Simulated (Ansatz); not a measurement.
According to DFT-PBEsol in the program Ansatz with PAW potentials, BP in the hexagonal phase (P6_422; B on 3c, P on 3d) relaxes to a = 3.260 Å, c = 6.940 Å. Its formation energy from the elements is 0.012 eV/atom, with no fitted shifts.

Electronic character: no gap, with almost no states at the Fermi level (zero-gap or semimetallic). The screened hybrid HSE06 puts the gap at 0.54 eV (a hybrid on a coarse mesh can open a false gap in a semimetal).

An equation-of-state fit gives a bulk modulus of 181 GPa. The relaxed-ion elastic constants in GPa are C11 = 427, C12 = 48.9, C13 = 74.5, C33 = 382, C44 = 209. The elastic constants imply a Debye temperature near 1130 K. The highest mode at Γ lies at 774 cm⁻¹.

The start of the workflow was typed in or built on a structure type; neither database checked (COD, Materials Project) lists it. It is not the phase usual at ambient conditions (space group No. 216). The cell was relaxed with PBEsol under the symmetry of its start; of distortions, only those at the zone centre were tested. As this level gives no gap, shear constants depend on the k-mesh and smearing (Fermi–Dirac, 0.1 eV here). As this level gives no gap, phonon frequencies hold no LO–TO term and depend on the k-mesh and smearing (Fermi–Dirac, 0.1 eV here). The references are the lowest solids computed at this level, not always the standard phases.

Potentials: the later of the program's two PAW sets.
